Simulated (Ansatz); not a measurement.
NiGe in space group Pnma (No. 62; Ni on 4c, Ge on 4c) at seven volumes, PBE (plane waves, PAW; program Ansatz), shape and atoms relaxed at each. One row is withheld.

```
V (Å³/atom)  P (GPa)
-----------  -------
12.495         15.60
12.907          9.47
13.318          4.32
13.730          0.01
14.142         -3.61
14.554         -6.62
14.966             ?
```

### Question
Fit the shown pressures and predict the withheld one.

### Answer
Third-order Birch–Murnaghan: P = (3/2)B₀(x^(7/2) − x^(5/2))[1 + (3/4)(B′ − 4)(x − 1)] with x = (V₀/V)^(2/3). Least squares on the six rows gives V₀ = 13.731 Å³/atom, B₀ = 131.3 GPa, B′ = 4.89. At V = 14.966, x = 0.9442 and P = -9.17 GPa. The run itself gave -9.16 GPa.

Symmetry was held in the PBE relaxation. No spin polarisation was allowed.

Potentials: the earlier of the program's two PAW sets.
